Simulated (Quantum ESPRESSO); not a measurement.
# Ga2SiMgN4: input and log of a self-consistent run

A calculation, not a measurement. The program is pw.x of Quantum ESPRESSO 7.5 (plane-wave density functional theory). The cell is made up: 8 atoms on a wurtzite lattice, with randomly drawn elements, strain and displacements, not relaxed. PseudoDojo standard norm-conserving files (v0.5 for PBE, v0.4.1 for LDA and PBEsol) set the functional; there is no spin polarisation, spin-orbit coupling or dispersion term, and the masses in the input are unused placeholders.

Input:

```
&control calculation='scf', pseudo_dir='./dojo.nc.sr.pbe.v0_5.standard.upf', outdir='./o', disk_io='medium', tprnfor=.true., tstress=.true. /
&system ibrav=0, nat=8, ntyp=4, nbnd=36, ecutwfc=84.00895049, nosym=.true., tot_charge=0,
 occupations='smearing', smearing='fd', degauss=0.0018374661
/
&electrons conv_thr=7.350e-09, electron_maxstep=60, /
ATOMIC_SPECIES
Ga 1.0 Ga.upf
Mg 1.0 Mg.upf
N 1.0 N.upf
Si 1.0 Si.upf
CELL_PARAMETERS angstrom
3.0867 -0.0543 0.0296
-0.0941 5.5347 -0.0114
0.0484 -0.0107 5.207
ATOMIC_POSITIONS angstrom
Ga -0.0489 0.0517 0.0127
Ga 1.5604 2.8247 -0.0288
Si 1.4891 0.8128 2.5599
Mg -0.0482 3.5783 2.6229
N 0.0677 0.0267 1.8404
N 1.6295 2.6918 1.9135
N 1.4736 0.962 4.6107
N -0.1026 3.7001 4.5895
K_POINTS automatic
6 4 4 1 1 1
```

The log is shortened where brackets say so; the opening notice, blank lines, dates and the lines on written files are dropped, and the path of the files is cut. It prints rydbergs, bohrs and kilobars, and counts compression as positive stress.

```
     Program PWSCF v.7.5
     Parallel version (MPI & OpenMP), running on       1 processor cores
     Number of MPI processes:                 1
     Threads/MPI process:                     1
     [start-up lines left out]
     bravais-lattice index     =            0
     lattice parameter (alat)  =       5.8342  a.u.
     unit-cell volume          =     600.0708 (a.u.)^3
     number of atoms/cell      =            8
     number of atomic types    =            4
     number of electrons       =        60.00
     number of Kohn-Sham states=           36
     kinetic-energy cutoff     =      84.0090  Ry
     charge density cutoff     =     336.0358  Ry
     scf convergence threshold =      7.3E-09
     mixing beta               =       0.7000
     number of iterations used =            8  plain     mixing
     Exchange-correlation= PBE
                           (   1   4   3   4   0   0   0)
     [axes and pseudopotential details left out]
   Cartesian axes
     site n.     atom                  positions (alat units)
         1        Ga     tau(   1) = (  -0.0158390   0.0167459   0.0041136  )
         2        Ga     tau(   2) = (   0.5054223   0.9149361  -0.0093285  )
         3        Si     tau(   3) = (   0.4823278   0.2632705   0.8291659  )
         4        Mg     tau(   4) = (  -0.0156122   1.1590313   0.8495719  )
         5        N      tau(   5) = (   0.0219284   0.0086483   0.5961158  )
         6        N      tau(   6) = (   0.5278041   0.8718890   0.6197933  )
         7        N      tau(   7) = (   0.4773073   0.3115972   1.4934315  )
         8        N      tau(   8) = (  -0.0332327   1.1984830   1.4865647  )
     number of k points=    48  Fermi-Dirac smearing, width (Ry)=  0.0018
                       cart. coord. in units 2pi/alat
        k(    1) = (   0.0838998   0.0713042   0.0734813), wk =   0.0416667
        k(    2) = (   0.0824831   0.0715855   0.2217243), wk =   0.0416667
     [further k points left out]
     Dense  grid:    62403 G-vectors     FFT dimensions: (  36,  64,  60)
     Estimated max dynamical RAM per process >      79.95 MB
     Initial potential from superposition of free atoms
     starting charge      59.9932, renormalised to      60.0000
     Starting wfcs are   43 randomized atomic wfcs
     total cpu time spent up to now is       11.4 secs
     per-process dynamical memory:    52.2 Mb
     Self-consistent Calculation
     iteration #  1     ecut=    84.01 Ry     beta= 0.70
     Davidson diagonalization with overlap
     ethr =  1.00E-02,  avg # of iterations =  3.3
     total cpu time spent up to now is       37.3 secs
     total energy              =    -515.22639421 Ry
     estimated scf accuracy    <       2.47275548 Ry
     iteration #  2     ecut=    84.01 Ry     beta= 0.70
     Davidson diagonalization with overlap
     ethr =  4.12E-03,  avg # of iterations =  3.8
     total cpu time spent up to now is       62.1 secs
     total energy              =    -515.41631507 Ry
     estimated scf accuracy    <       4.05332693 Ry
     iteration #  3     ecut=    84.01 Ry     beta= 0.70
     Davidson diagonalization with overlap
     ethr =  4.12E-03,  avg # of iterations =  2.0
     total cpu time spent up to now is       85.6 secs
     total energy              =    -516.30824037 Ry
     estimated scf accuracy    <       0.46154893 Ry
     iteration #  4     ecut=    84.01 Ry     beta= 0.70
     Davidson diagonalization with overlap
     ethr =  7.69E-04,  avg # of iterations =  2.0
     total cpu time spent up to now is      110.0 secs
     total energy              =    -516.35157685 Ry
     estimated scf accuracy    <       0.04997096 Ry
     iteration #  5     ecut=    84.01 Ry     beta= 0.70
     Davidson diagonalization with overlap
     ethr =  8.33E-05,  avg # of iterations =  5.9
     total cpu time spent up to now is      143.4 secs
     total energy              =    -516.35681718 Ry
     estimated scf accuracy    <       0.00452835 Ry
     [iterations 6 to 8 left out]
     iteration #  9     ecut=    84.01 Ry     beta= 0.70
     Davidson diagonalization with overlap
     ethr =  4.14E-08,  avg # of iterations =  2.7
     total cpu time spent up to now is      255.1 secs
     total energy              =    -516.35857977 Ry
     estimated scf accuracy    <       0.00000468 Ry
     iteration # 10     ecut=    84.01 Ry     beta= 0.70
     Davidson diagonalization with overlap
     ethr =  7.79E-09,  avg # of iterations =  2.2
     total cpu time spent up to now is      279.9 secs
     total energy              =    -516.35858080 Ry
     estimated scf accuracy    <       0.00000037 Ry
     iteration # 11     ecut=    84.01 Ry     beta= 0.70
     Davidson diagonalization with overlap
     ethr =  6.12E-10,  avg # of iterations =  3.2
     total cpu time spent up to now is      306.2 secs
     total energy              =    -516.35858089 Ry
     estimated scf accuracy    <       0.00000010 Ry
     iteration # 12     ecut=    84.01 Ry     beta= 0.70
     Davidson diagonalization with overlap
     ethr =  1.64E-10,  avg # of iterations =  2.0
     total cpu time spent up to now is      333.1 secs
     total energy              =    -516.35858090 Ry
     estimated scf accuracy    <       0.00000001 Ry
     iteration # 13     ecut=    84.01 Ry     beta= 0.70
     Davidson diagonalization with overlap
     ethr =  2.11E-11,  avg # of iterations =  3.4
     total cpu time spent up to now is      356.4 secs
     End of self-consistent calculation
     [lines on levels left out]
!    total energy              =    -516.35858090 Ry
     estimated scf accuracy    <          2.2E-09 Ry
     smearing contrib. (-TS)   =      -0.00000000 Ry
     internal energy E=F+TS    =    -516.35858090 Ry
     The total energy is F=E-TS. E is the sum of the following terms:
     one-electron contribution =    -227.54655446 Ry
     hartree contribution      =     156.74710466 Ry
     xc contribution           =    -127.87093673 Ry
     ewald contribution        =    -317.68819438 Ry
     convergence has been achieved in  13 iterations
     Forces acting on atoms (cartesian axes, Ry/au):
     atom    1 type  1   force =    -0.04576355   -0.05751537   -0.07690739
     atom    2 type  1   force =    -0.16342373   -0.05962130    0.08049037
     atom    3 type  4   force =     0.05014710    0.14483790   -0.00602430
     atom    4 type  2   force =     0.09769335    0.04490628    0.01101850
     atom    5 type  3   force =    -0.04473168    0.03874429    0.15969145
     atom    6 type  3   force =    -0.11482605   -0.20052064    0.00678103
     atom    7 type  3   force =     0.05632093   -0.02832246   -0.14858517
     atom    8 type  3   force =     0.16458363    0.11749130   -0.02646449
     Total force =     0.483069     Total SCF correction =     0.000110
     Computing stress (Cartesian axis) and pressure
          total   stress  (Ry/bohr**3)                   (kbar)     P=       98.85
   0.00145691   0.00103573  -0.00017021          214.32      152.36      -25.04
   0.00103573   0.00011941   0.00005404          152.36       17.57        7.95
  -0.00017021   0.00005404   0.00043966          -25.04        7.95       64.68
     init_run     :     10.36s CPU     11.30s WALL (       1 calls)
     electrons    :    323.39s CPU    344.93s WALL (       1 calls)
     forces       :      2.87s CPU      2.94s WALL (       1 calls)
     stress       :     11.70s CPU     11.80s WALL (       1 calls)
     [timing details left out]
     PWSCF        :   5m48.68s CPU   6m12.34s WALL
     JOB DONE.
```

In other units: free energy -7025.416 eV for the cell, pressure 9.89 GPa, largest force component 5.156 eV/Å. A rerun of this cell at 1437 eV and a 8 x 6 x 6 mesh moved values by no more than 0.002 eV in energy, 0.03 GPa in stress and 0.004 eV/Å in force.